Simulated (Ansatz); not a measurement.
SrSnS₃:
```
CELL_PARAMETERS angstrom
      8.11499     0.00000     0.00000
      0.00000     3.86775     0.00000
      0.00000     0.00000    14.11080
ATOMIC_POSITIONS crystal
  Sr 0.41678 0.25000 0.67683
  Sr 0.58322 0.75000 0.32317
  Sr 0.08322 0.75000 0.17683
  Sr 0.91678 0.25000 0.82317
  Sn 0.17416 0.25000 0.44013
  Sn 0.82584 0.75000 0.55987
  Sn 0.32584 0.75000 0.94013
  Sn 0.67416 0.25000 0.05987
  S  0.02950 0.25000 0.60615
  S  0.97050 0.75000 0.39385
  S  0.47050 0.75000 0.10615
  S  0.52950 0.25000 0.89385
  S  0.14542 0.25000 0.00297
  S  0.85458 0.75000 0.99703
  S  0.35458 0.75000 0.50297
  S  0.64542 0.25000 0.49703
  S  0.30383 0.25000 0.28250
  S  0.69617 0.75000 0.71750
  S  0.19617 0.75000 0.78250
  S  0.80383 0.25000 0.21750
```

This is the PBEsol-relaxed structure. Cartesian axes are those of the cell as given.

All from PBEsol in the plane-wave PAW code Ansatz, unless another level is named. Estimate the electron effective mass.

0.31, 0.81, 1.6 mₑ (principal values).

Give the formation energy from the elements (no fitted shifts).

-1.16 eV/atom.

Give the hole effective mass with spin–orbit coupling.

0.50, 0.67, 17 mₑ (principal values).

What about the weight of the conduction-edge state by species (Voronoi cells)?

S 63 %, Sn 30 %, Sr 7 %.

Give the conduction-band minimum.

on the Γ–X line, 56 % of the way from Γ (k = 0.281, 0.000, 0.000) (2 equivalent valleys).

And the valence-band maximum?

on the Y–Γ line, 61 % of the way from Y (k = 0.000, 0.193, 0.000).

Space group Pnma. The workflow started from a Materials Project entry (that database holds measured and hypothetical structures alike); the Crystallography Open Database copy checked does not list it. Whether it is the stable phase at ambient conditions was not checked. The PBEsol relaxation kept the symmetry of its start; of distortions, only those at the zone centre were tested. The references are the lowest solids computed at this level, not always the standard phases. Spin–orbit coupling is left out wherever it is not named.

Potentials: the later of the program's two PAW sets.

Edges and masses are those of Kohn–Sham bands, whose gap is no quasiparticle gap.
